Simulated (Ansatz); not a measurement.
HfGeO$_{3}$:
```yaml
crystal:
  lattice:
    - [4.01585, 0.00000, 0.00000]
    - [0.00000, 4.01585, 0.00000]
    - [0.00000, 0.00000, 4.25040]
  atoms:
    - { symbol: Hf, position: [0.50000, 0.50000, 0.56761] }
    - { symbol: Ge, position: [0.00000, 0.00000, 0.19398] }
    - { symbol: O, position: [0.00000, 0.50000, 0.45564] }
    - { symbol: O, position: [0.50000, 0.00000, 0.45564] }
    - { symbol: O, position: [0.50000, 0.50000, 0.01733] }
```

r²SCAN (plane waves, PAW; program Ansatz) gives a gap of 1.66 eV without spin–orbit coupling, maximum at X, minimum at Z.

Task: What happens when spin–orbit coupling is switched on?

Result: The gap stays essentially unchanged, to 1.66 eV; maximum at X, minimum at Z.

Task: Give the hole effective mass with spin–orbit coupling.

Result: 0.46, 0.86, 1.6 mₑ (principal values).

Space group P4mm. The start of the workflow was typed in or built on a structure type; neither database checked (COD, Materials Project) lists it. Its standing as an ambient phase is unchecked. Symmetry was held in the r²SCAN relaxation; whether a distortion lowers the energy is not shown. No spin polarisation was allowed.

Potentials: the later of the program's two PAW sets.
